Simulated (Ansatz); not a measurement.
## Fields on a plane of SiC (4H type, space group P6_3mc)

```
SiC
1.0
    3.09412     0.00000     0.00000
   -1.54706     2.67959     0.00000
    0.00000     0.00000    10.12935
Si C
4 4
Direct
  0.00000   0.00000   0.00031
  0.00000   0.00000   0.50031
  0.66667   0.33333   0.75025
  0.33333   0.66667   0.25025
  0.00000   0.00000   0.81286
  0.00000   0.00000   0.31286
  0.66667   0.33333   0.56221
  0.33333   0.66667   0.06221
```

The slice is a (1 -1 0 0) plane (indices of the conventional cell) through the point (0.000, 0.000, 0.813) (fractional), spanned by u = [110] and v = [001] in vectors of this cell: u (3.09 Å) and v (10.13 Å, at 90° to u). It covers one period; positions are fractions (u, v).

Atoms on it: Si at (0.00, 0.19); Si at (0.00, 0.69); C at (0.00, 0.00); C at (0.00, 0.50). Other atoms lie within 1 Å of the plane.

Computed with PBE (plane waves to 420 eV, PAW, scalar-relativistic; Ansatz, an electronic-structure program). k mesh 12×12×4. Inside the PAW spheres the values are not all-electron values, and peaks at nuclei hang on which shells count as valence. SiC was relaxed with its symmetry unable to fall.

```
|65235325|
|00268620|
|11134311|
|53111113|
|85200025|
|11311131|
|14643464|
|22223222|
|85111115|
|89201029|
|65235325|
|00268620|
|11134311|
|53111113|
|85200025|
|11311131|
|14643464|
|22223222|
|85111115|
|89201029|
```
Scale: ten equal steps from 0.009 (start of '0') to 0.058 (end of '9'), in the order '0123456789'. Values: density of the lowest conduction band (whole band as if filled, smooth part) in e/Å³. The map has 8 points along u (one character each, u = 0 at the left) and 20 along v (v = 0 in the bottom row). 

```
|@%#+=+#%|
|===---==|
|..:---:.|
|::-===-:|
|=++***++|
| -*+++*-|
|-==---==|
|#*=: :=*|
|@%*-:-*%|
|@@#+=+#@|
|@%#+=+#%|
|===---==|
|..:---:.|
|::-===-:|
|=++***++|
| -*+++*-|
|-==---==|
|#*=: :=*|
|@%*-:-*%|
|@@#+=+#@|
```
Scale: ten equal steps from -1.18 (start of ' ') to 0.24 (end of '@'), in the order ' .:-=+*#%@'. Values: log₁₀ of the valence density in e/Å³. The map has 8 points along u (one character each, u = 0 at the left) and 20 along v (v = 0 in the bottom row). The scale is logarithmic, as a density can span decades between atoms and voids.

- Element round which the density of the highest valence band (whole band, smooth part) is largest on this plane = C
